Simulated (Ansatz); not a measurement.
**AlMo2C, first-principles data**

AlMo2C:
```cif
data_C2Al2Mo4
_chemical_formula_sum 'Al2 Mo4 C2'
_space_group_name_H-M_alt 'P63/mmc'
_space_group_IT_number 194
_space_group_name_Hall '-P 6c 2c'
_cell_length_a 3.02453
_cell_length_b 3.02453
_cell_length_c 13.47909
_cell_angle_alpha 90.000
_cell_angle_beta 90.000
_cell_angle_gamma 120.000
loop_
_atom_site_label
_atom_site_type_symbol
_atom_site_symmetry_multiplicity
_atom_site_Wyckoff_symbol
_atom_site_fract_x
_atom_site_fract_y
_atom_site_fract_z
_atom_site_occupancy
Al1 Al 2 d 0.66667 0.33333 0.25000 1
Mo1 Mo 4 f 0.33333 0.66667 0.08903 1
C1 C 2 a 0.00000 0.00000 0.00000 1
```

Space group P6_3/mmc (No. 194); conventional cell a = b = 3.025 Å, c = 13.479 Å, α = β = 90.00°, γ = 120.00°.

Method: PBE (plane waves, PAW; program Ansatz). Structure relaxed to zero pressure with the same functional. Other levels are named where they apply.

Cell and energy:

Volume per atom: 13.35 Å³
Density: 7.18 g/cm³
Formation energy from the elements (no fitted shifts): -16 kJ/mol of atoms

Electronic structure:

- Electronic character: metallic (no gap)
- Density of states at the Fermi level: 0.46 states/eV per atom (mean over ±0.08 eV)
- Gap with spin–orbit coupling: none (metallic)

Mechanics:

- Bulk modulus (Birch–Murnaghan fit) = 193 GPa
- Pressure derivative B′ = 5.0

The start of the workflow was typed in or built on a structure type; neither database checked (COD, Materials Project) lists it. Its standing as an ambient phase is unchecked. The PBE relaxation kept the symmetry of its start; whether a distortion lowers the energy is not shown. The run is not spin-polarised. The references are the lowest solids computed at this level, not always the standard phases. Spin–orbit coupling is left out wherever it is not named.

Potentials: the earlier of the program's two PAW sets.
